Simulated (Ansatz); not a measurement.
# Field gradients of Ru from run to run

Cell of run 1: an entry of the Crystallography Open Database (COD), whose atoms a relaxation with PBE at fixed cell left in place.

```
CELL_PARAMETERS angstrom
2.70580 0.00000 0.00000
-1.35290 2.34329 0.00000
0.00000 0.00000 4.28190
ATOMIC_POSITIONS crystal
Ru 0.33333 0.66667 0.25000
Ru 0.66667 0.33333 0.75000
```

Sites (sets of like atoms) are named by element and the number of their first atom in this list.

All runs are DFT with Ansatz 0.2.0 (plane waves and PAW, scalar-relativistic unless spin–orbit coupling is named, Γ-centred meshes, Fermi–Dirac smearing where given) in this cell.

Run 1: PBE, atoms relaxed; 420 eV, 20×20×11 k-points, smearing 0.05 eV.
Run 2: r2SCAN, at the relaxed atoms; 500 eV, 20×20×11 k-points, smearing 0.05 eV.
Run 3: PBE with spin–orbit coupling, at the relaxed atoms; 420 eV, 20×20×11 k-points, smearing 0.05 eV.
Run 4: LDA, at the relaxed atoms; 420 eV, 20×20×11 k-points, smearing 0.05 eV.
Run 5: PBEsol, at the relaxed atoms; 420 eV, 20×20×11 k-points, smearing 0.05 eV.

```csv
run,Ru V_zz (η)
1,-1.19 (0.00)
2,-1.12 (0.00)
3,?
4,-1.28 (0.00)
5,-1.25 (0.00)
```

V_zz in 10²¹ V/m².

Q: Estimate the row of run 3.

A: Ru: -1.19 (0.00). It lies nearest to run 1, from whose tensors on these sites it differs by 0.00 at most (largest principal value of the difference). Taken one at a time, the functional (between the two that differ most) moves the tensors on these sites by up to 0.16 (largest principal value of the change, on Ru), spin–orbit coupling by 0.00.

With these PAW files V_zz is typically within 2 to 3 % of all-electron values, but misses above 10 % occur on Ru. In runs 1, 2, 3, 4, 5 there is no gap above 0.1 eV, so the gradients can move by 10 % or more with the k-mesh. The cell isn't the equilibrium one in runs 4, 5 (calculated pressure -12, -6 GPa), and the entry's cell may itself be off.
